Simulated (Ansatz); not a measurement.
BaTiO3:
```cif
data_BaO3Ti
_chemical_formula_sum 'Ba1 Ti1 O3'
_space_group_name_H-M_alt 'P4mm'
_space_group_IT_number 99
_space_group_name_Hall 'P 4 -2'
_cell_length_a 3.92699
_cell_length_b 3.92699
_cell_length_c 3.97455
_cell_angle_alpha 90.000
_cell_angle_beta 90.000
_cell_angle_gamma 90.000
loop_
_atom_site_label
_atom_site_type_symbol
_atom_site_symmetry_multiplicity
_atom_site_Wyckoff_symbol
_atom_site_fract_x
_atom_site_fract_y
_atom_site_fract_z
_atom_site_occupancy
Ba1 Ba 1 b 0.50000 0.50000 0.57954 1
Ti1 Ti 1 a 0.00000 0.00000 0.09173 1
O1 O 2 c 0.00000 0.50000 0.06513 1
O2 O 1 a 0.00000 0.00000 0.55846 1
```

Relaxed with LDA.

Task: Decompose the optical modes at the zone centre into irreducible representations, and say which are infrared and Raman allowed.

Result: Point group 4mm: Γ_opt = 3A1 + B1 + 4E. Infrared: A1, E. Raman: A1, B1, E.

Task: Assign frequencies (DFPT, plane-wave PAW LDA (Ansatz code); without the LO–TO term).

Result: E 96i, A1 174, E 179, A1 262, E 288, B1 289, E 481, A1 509 cm⁻¹.

Subscripts of B labels follow the axes of the standard setting.

Symmetry was held in the LDA relaxation. At this level the phase is dynamically unstable (imaginary phonons). No spin polarisation was allowed. Spin–orbit coupling is left out wherever it is not named.

Potentials: the earlier of the program's two PAW sets. The files were generated under PBE; for other functionals the program regenerates the frozen cores, and for LDA and PBEsol the local potential too.
